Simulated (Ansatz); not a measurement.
NbAu2:
```
NbAu2
1.0
    4.66432     0.00000     0.00000
   -2.33216     4.03942     0.00000
    0.00000     0.00000     2.73882
Nb Au
1 2
Direct
  0.00000   0.00000   0.00000
  0.66667   0.33333   0.50000
  0.33333   0.66667   0.50000
```

Relaxed with r²SCAN. Special points in fractions of this cell's reciprocal vectors: Γ (0.000, 0.000, 0.000); M (0.500, 0.000, 0.000); K (0.333, 0.333, 0.000); A (0.000, 0.000, 0.500); L (0.500, 0.000, 0.500); H (0.333, 0.333, 0.500).

### Question
List the band energies nearest the Fermi level at these points for the program Ansatz at the r²SCAN level (PAW).

### Answer
In eV from the Fermi level; about four levels below and three above (degenerate sets whole), none deeper than 8.9 eV; points with the same levels are listed once.

```csv
k,below,above
Γ,-3.58 -3.58 -2.65 -2.21 -2.21,2.74 2.86 2.86
M,-3.32 -3.06 -2.48 -0.76,0.59 0.68 2.54
K,-3.96 -3.25 -3.15 -2.11,0.53 0.53 2.76 2.76
A,-5.28 -5.28 -3.35 -2.04,0.04 0.04 0.34
L,-3.36 -2.51 -1.14 -0.90,0.51 0.86 1.28
H,-1.10 -1.10 -0.85 -0.85,1.38 2.96 3.85 3.85
```

Space group P6/mmm. The first step of the workflow began from a Materials Project structure, measured or hypothetical; the Crystallography Open Database files this formula in space group No. 191, but the cells were not matched. Whether it is the stable phase at ambient conditions was not checked. The r²SCAN relaxation kept the symmetry of its start; whether a distortion lowers the energy is not shown. No spin polarisation was allowed. Spin–orbit coupling is left out wherever it is not named.

Potentials: the later of the program's two PAW sets.
